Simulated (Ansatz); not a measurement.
Values for one crystal, relaxed and computed with the program Ansatz at the PBE level (PAW); other levels are named.

| Property | Result |
|---|---|
| Volume per atom | 27.12 Å³ |
| Band gap | 0.49 eV (direct) |
| Debye temperature from the elastic constants | 224 K |
| Valence-band maximum | at L |
| Highest zone-centre frequency (without LO–TO term) | 37 cm⁻¹ |
| Hill bulk and shear moduli | 52.9 and 30.3 GPa |
| Young's modulus | 76.2 GPa |

Which compound is it?
(A) BN, rock salt
(B) MgS, rock salt
(C) SrTe, rock salt
(D) PbS, rock salt

D, PbS, rock salt

Space group Fm-3m (rock salt). The cell was relaxed with PBE under the symmetry of its start; of distortions, only those at the zone centre were tested. Spin–orbit coupling is left out wherever it is not named.

Potentials: the later of the program's two PAW sets.
